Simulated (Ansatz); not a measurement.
One input, then a changed one: HfO$_{2}$

First run: DFT, LDA, PAW with Ansatz's default frozen-core files, scalar-relativistic (Ansatz 0.2.0).

Command: `ansatz run input.yaml --threads 1 --pin off --max-ram 3072MiB --backend cpu --events-out ev --progress --plain --runs-dir out` It took 9.2 s on 1 thread of Arm Neoverse V1, on a shared host, peak memory 0.41 GiB.

```yaml
crystal:
  lattice:
    - [0.0, 2.5575, 2.5575]
    - [2.5575, 0.0, 2.5575]
    - [2.5575, 2.5575, 0.0]
  atoms:
    - { symbol: Hf, position: [-0.135, 0.045, 0.045] }
    - { symbol: O, position: [0.385, 0.205, 0.205] }
    - { symbol: O, position: [0.75, 0.75, 0.75] }
kpoints:
  mp_grid: { grid: [8, 8, 8] }
scf:
  occupations: { method: fermi_dirac, width: 0.03 }
hamiltonian:
  xc: lda
  pseudopotentials: { kind: paw }
output:
  forces: true
  stress: true
  eigenvalues: true
  efg: { contact_densities: true }
  populations: true
```

The cell is entry 9009016 of the Crystallography Open Database, unrelaxed.

This run: one bond, the shortest of the undistorted cell, set to 1.418 Å.

It converges in 8 SCF iterations at a pressure of 94.3 GPa, largest force 41.209 eV/Å, cutoff 420 eV.

A second input differs as follows:

```diff
   occupations: { method: fermi_dirac, width: 0.03 }
+  max_iter: 50
 hamiltonian:
   pseudopotentials: { kind: paw }
+  hubbard: { sites: [{ species: Hf, l: d, u_eff: -5.0 }] }
 output:
```

Q: What is wrong with it, and what does the program do?

A: The change was made to test an enormous or negative U. The run converges in 9 SCF iterations at a pressure of 88.4 GPa, largest force 40.275 eV/Å, cutoff 420 eV. Compare each number with the sound run's before taking it for a property of the system. The log ends:
```
  k-point 1: bands = ["-44.9860", "-17.1465", "-13.4494", "-13.3891", "-2.8371", "-1.1110", "5.1308", "5.1380", "5.3424", "5.6234", "5.6271", "5.7656", "5.8110", "8.6365", "8.6391", "10.8425", "11.5007", "11.5027", "14.1831", "19.8308", "21.1557", "21.3269", "23.4887"]
  k-point 2: bands = ["-44.9880", "-17.1862", "-13.6050", "-13.4069", "-2.4708", "-1.1072", "5.1084", "5.1295", "5.2844", "5.6232", "5.6342", "5.7516", "5.7672", "8.6481", "8.8481", "10.6595", "11.7760", "11.9900", "13.9364", "20.1925", "20.7601", "21.0649", "22.8850"]
  k-point 64: bands = ["-44.9787", "-17.5217", "-13.4511", "-13.4511", "-2.4603", "-0.1221", "5.0721", "5.1299", "5.1299", "5.6254", "5.6254", "5.7734", "5.7867", "10.1728", "10.1728", "10.5984", "10.6305", "10.6305", "13.4020", "18.6868", "20.8305", "20.8305", "22.6696"]
Occupation matrices written to <dir>
--- Löwdin populations: 3 sites ---
  site symbol       q [e]
     0     Hf     25.0381
     1      O      6.2089
     2      O      6.6126
  spilling = 0.003695 (of n_electrons = 38.000000)
```
